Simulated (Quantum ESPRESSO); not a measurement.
# Planted mistakes on one cell of NbHf2O5F3

The results below are calculated, not measured. They come from pw.x of Quantum ESPRESSO 7.5, a plane-wave density functional program, with PseudoDojo standard norm-conserving files (v0.5 for PBE, v0.4.1 for LDA and PBEsol). The cells are made up: elements, strain and atom displacements were drawn at random, and nothing was relaxed. There is no spin polarisation, spin-orbit coupling or dispersion term.

The hafnium file is less sure than the others, with forces about 3 percent (worst 6) and pressure in oxides about 1.5 GPa (worst 2.7) from a second method in checks, which no rerun with the same files tests.

The cell has 12 sites of a rutile lattice (two cells along c). Sites 1 to 4 hold Nb Hf Hf empty; sites 5 to 12 hold O O O F F F O O. Cell vectors in Å: (4.787, 0.000, 0.000); (0.000, 4.787, 0.000); (0.000, 0.000, 6.330). Settings: PBE, cutoff 1143 eV, 5 x 5 x 4 k mesh shifted by half a step, Fermi-Dirac smearing of 0.025 eV.

The intended run has a self-consistency threshold of 1e-07 eV, a smearing term of 0.000 eV, a pressure of -1.27 GPa and 17 iterations. Each further run changes one thing: all lengths scaled by 0.9912; atoms of sites 9 and 11 exchanged; cutoff 597 eV; files of LDA; k mesh 2 x 2 x 2; one electron added; smearing 0.61 eV; threshold 0.2 eV. A coarse mesh keeps the shift, and a charged cell sits in a uniform background.

```
run  change of free energy (eV)  smearing term -TS (eV)  change of P (GPa)  largest change of a force component (eV/Å)  iterations
  A                      16.729                   0.000             -71.50                                       0.163          17
  B                      -0.739                  -2.606               2.58                                       1.946          16
  C                      10.213                  -0.024              17.91                                       2.390          19
  D                       0.000                   0.000               0.00                                       0.042          16
  E                       6.171                   0.000             -11.68                                       0.525          18
  F                       0.026                   0.000               4.78                                       0.285          17
  G                      -0.072                   0.000              -0.19                                       4.206          18
  H                       0.106                   0.000              -3.64                                       0.361           7
```

A rerun of the intended cell at 1467 eV and k mesh 7 x 7 x 6 moved values by no more than 0.004 eV in the cell's energy, 0.03 GPa in stress and 0.002 eV/Å in force.

Question: which change belongs to which run?

## Worked reading

Run H has the fewest iterations, as a run stopped early does. Run B has the largest smearing term, as wide smearing gives. Run A has a higher energy and the largest fall in pressure, as too small a basis gives. Run F changes the volume by a factor of 0.9738; minus its pressure change over the logarithm of that factor, 180 GPa, is a rough bulk modulus with clamped atoms. Energies from files of another functional, or of a charged cell, have another zero and say nothing on stability; the pressure of a charged cell rests on the program's zero of potential too.

## Key

| run | change |
| --- | --- |
| A | cutoff 597 eV |
| B | smearing 0.61 eV |
| C | one electron added |
| D | k mesh 2 x 2 x 2 |
| E | files of LDA |
| F | all lengths scaled by 0.9912 |
| G | atoms of sites 9 and 11 exchanged |
| H | threshold 0.2 eV |